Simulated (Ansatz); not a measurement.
A geometry of P away from equilibrium: the start of the relaxation of a relaxed P cell displaced along its unstable phonon at q = (0, 0, ½) of its primitive reciprocal cell (42i cm⁻¹), largest move 0.15 Å. These are r2SCAN (plane waves to 500 eV, PAW, scalar-relativistic; Ansatz, a program for electronic structure) values and carry that method's errors. Γ-centred k-mesh 11×11×5 on the run's cell (coarser than for final values), Fermi–Dirac smearing 0.05 eV.

```xyz
4
Lattice="3.0836 0.0000 0.0000 0.0000 3.0836 0.0000 0.0000 0.0000 7.6364" Properties=species:S:1:pos:R:3 pbc="T T T"
P      0.0000     1.3918     1.4992
P      0.0000     1.6918     5.3173
P      1.5418    -0.1500     2.3190
P      1.5418     0.1500     6.1372
```

Question: Which atoms carry the largest force, and which way does it point?

Answer: 0.25 eV/Å, on P1, P2, P3, P4 (atoms numbered as listed); on P1 its components are (0.00, -0.04, -0.25).

Question: What is the pressure?

Answer: -0.1 GPa, compression positive.

No spin polarisation in the result.

The run could not lose the symmetry of its start: the end is stationary, and may be a saddle point rather than a minimum.

The end of the path is a generated cell of P: the first start was made by placing the elements on the sites of a structure type, and the end was not matched to a known phase here, so it may be hypothetical. Known forms of P include space group No. 64.
